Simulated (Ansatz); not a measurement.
Trial structure of Si3As, not yet relaxed:

```cif
data_structure
_symmetry_space_group_name_H-M 'I4/mmm'
_symmetry_Int_Tables_number 139
_cell_length_a 4.0261
_cell_length_b 4.0261
_cell_length_c 7.9928
_cell_angle_alpha 90.000
_cell_angle_beta 90.000
_cell_angle_gamma 90.000
_cell_volume 129.56
loop_
_atom_site_label
_atom_site_type_symbol
_atom_site_symmetry_multiplicity
_atom_site_Wyckoff_symbol
_atom_site_fract_x
_atom_site_fract_y
_atom_site_fract_z
_atom_site_occupancy
Si1 Si 4 d 0.00000 0.50000 0.25000 1
Si2 Si 2 b 0.50000 0.50000 0.00000 1
As1 As 2 a 0.00000 0.00000 0.00000 1
```

All numbers below come from Ansatz 0.2.0, DFT PBE, scalar-relativistic, plane waves, PAW. Plane waves to 420 eV, a k mesh through Γ of 6×6×6 on the computed 4-atom cell and Gaussian smearing (0.10 eV); no spin polarisation.

Formation energies are uncorrected and refer to the elements' standard structures at the same level.

**Question.** How far from equilibrium is it?

**Answer.** The pressure is -0.5 GPa (the mean over three directions, positive in compression), the largest force is 0.00 eV/Å (symmetry fixes the atoms), and the energy is +0.60 eV/atom against the elements. The shortest distance is 2.84 Å.

**Question.** Is it a good guess?

**Answer.** A good one: relaxing gains under 0.1 eV/atom (the start's value is from the coarse mesh, so the gain is rough) in 3 ionic steps and ends at +0.60 eV/atom on the finer mesh. The symmetry stays I4/mmm (No. 139). The end has the TiAl3 (D0_22) type. The volume per atom stays near 16.2 Å³. The shortest distance goes from 2.84 Å (Si–As and Si–Si) to 2.83 Å (Si–As and Si–Si). Conventional cell: a = 4.023 Å, c = 7.989 Å. Si on a site of symmetry -4m2 has 4 As at 2.83 Å and 8 Si at 2.83–2.84 Å; Si on a site of symmetry 4/mmm is surrounded by 8 Si at 2.83 Å and 4 As at 2.84 Å; around As lie 12 Si at 2.83–2.84 Å.

The last run used a 16×16×16 mesh for its 4-atom cell and Gaussian smearing of 0.10 eV. An odd number of electrons in the primitive cell allows no gap without spin; a larger cell or a magnetic state could open one. The cell is a metal run without spin; a magnetic state may lie lower. The reference form of As is held partly by dispersion forces, which this level lacks. The relaxation can't lower the symmetry of the start, and the grade says only how near the guess is to its own end. A structure relaxed within its symmetry needn't be a true minimum. Another cell of Si3As relaxed alike, in Pmmn, lies 0.31 eV/atom lower, so this cell isn't the stable form at this level.
